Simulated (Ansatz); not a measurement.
**Relaxing a structure of Ta2C**

The start is a randomly generated symmetric cell of Ta2C (space group No. 123). A full variable-cell relaxation at zero pressure is run with PBE (plane waves to 420 eV, PAW, scalar-relativistic; Ansatz, a quantum-chemistry and plane-wave program). The first steps use a coarse 8×8×4 k-mesh.

Initial structure:
```
CELL_PARAMETERS angstrom
      2.72047     0.00000     0.00000
      0.00000     2.72047     0.00000
      0.00000     0.00000     6.67298
ATOMIC_POSITIONS crystal
  C  0.50000 0.50000 0.50000
  Ta 0.00000 0.00000 0.50000
  Ta 0.50000 0.50000 0.00000
```

Task: What pressure does the first self-consistent step give?

Result: +42 GPa (positive: the cell is compressed).

Task: How much energy is released per atom?

Result: 1.84 eV/atom.

Task: How does the volume change?

Result: -14.2 %, from 16.46 to 14.12 Å³/atom.

Task: Write out the relaxed structure.

Result: 
```cif
data_CTa2
_chemical_formula_sum 'C1 Ta2'
_space_group_name_H-M_alt 'P4/mmm'
_space_group_IT_number 123
_space_group_name_Hall '-P 4 2'
_cell_length_a 3.07498
_cell_length_b 3.07498
_cell_length_c 4.48052
_cell_angle_alpha 90.000
_cell_angle_beta 90.000
_cell_angle_gamma 90.000
loop_
_atom_site_label
_atom_site_type_symbol
_atom_site_symmetry_multiplicity
_atom_site_Wyckoff_symbol
_atom_site_fract_x
_atom_site_fract_y
_atom_site_fract_z
_atom_site_occupancy
C1 C 1 d 0.50000 0.50000 0.50000 1
Ta1 Ta 1 b 0.00000 0.00000 0.50000 1
Ta2 Ta 1 c 0.50000 0.50000 0.00000 1
```

The space group stays P4/mmm (No. 123) (the run could not lower it), with 3 atoms in the primitive cell. Final values are on a 15×15×11 k-mesh of the relaxed cell. No spin polarisation in the result.

The run could not lose the symmetry of its start: the end is stationary, and may be a saddle point rather than a minimum.

All atoms sit on sites fixed by symmetry, so only the cell could relax.

The relaxed structure here is a generated cell of Ta2C: the first start was made by a random draw of sites in a space group, and the end was not matched to a known phase here, so it may be hypothetical. Known forms of Ta2C include space group No. 164.
